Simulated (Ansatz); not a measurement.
## Ni2Os3, a known structure type with other elements, at an estimated volume

```
Ni Os
1.0
     2.87937    4.98722    0.00000
    -2.87937    4.98722    0.00000
     0.00000   -3.32482    5.23014
Ni Os
4 6
Cartesian
  0.0000 3.3248 0.3462
  0.0000 0.0000 2.2688
  0.0000 3.3248 4.8839
  0.0000 6.6496 2.9613
  -1.1270 4.9872 3.9226
  -0.8762 1.5176 3.9226
  2.0032 3.4696 3.9226
  1.1270 1.6624 1.3075
  0.8762 5.1320 1.3075
  -2.0032 3.1800 1.3075
```

Single point in Ansatz 0.2.0 with r2SCAN, no spin polarisation. Cutoff 500 eV, PAW datasets, 7×7×7 Γ-centred k mesh, fermi-dirac filling (width 0.1 eV).

Q: Describe some of the short contacts.

A: Ni–Os at 2.23 Å: least valence density 0.78 e/Å³ and ELF 0.34 there. Both are smooth PAW fields, read partly inside the augmentation spheres.

Q: Which element gives electrons and which takes them?

A: Bader charges in e: Ni -0.14, Os +0.10. In the mean Os gives up most and Ni takes most, against the order of Pauling's electronegativities.

Q: Is it stable against the elements?

A: 1.66 eV an atom against the elements' usual phases (free molecules for gases, crystals otherwise, with no correction for O₂ or N₂), so at this geometry it isn't bound against them. Relaxing would lower it.

Q: What happens at the Fermi level?

A: It is a metal, with about 16 states/eV a cell as the mean within 0.25 eV of the Fermi level, mostly Os d (69 %) and Ni d (26 %).

Q: What does the stress say?

A: The pressure is 5.2 GPa (compression positive), so with the atoms held at these fractions the cell would first expand; the forces are large, so a full relaxation may end otherwise. The principal stresses -0.8, 8.2, 8.2 GPa differ, so its shape would change too.

Q: Which atom feels the largest force, and which way?

A: The largest is on Os5 (and as large on other atoms): 1.42 eV/Å, components (-1.42, 0.00, 0.00). It makes 120° with the line to a nearest neighbour, Ni3 at 2.23 Å.

Origin: a known structure type with other elements, at an estimated volume, so it need not be a known compound. Caveats: no spin polarisation, so a magnetic state may lie lower.
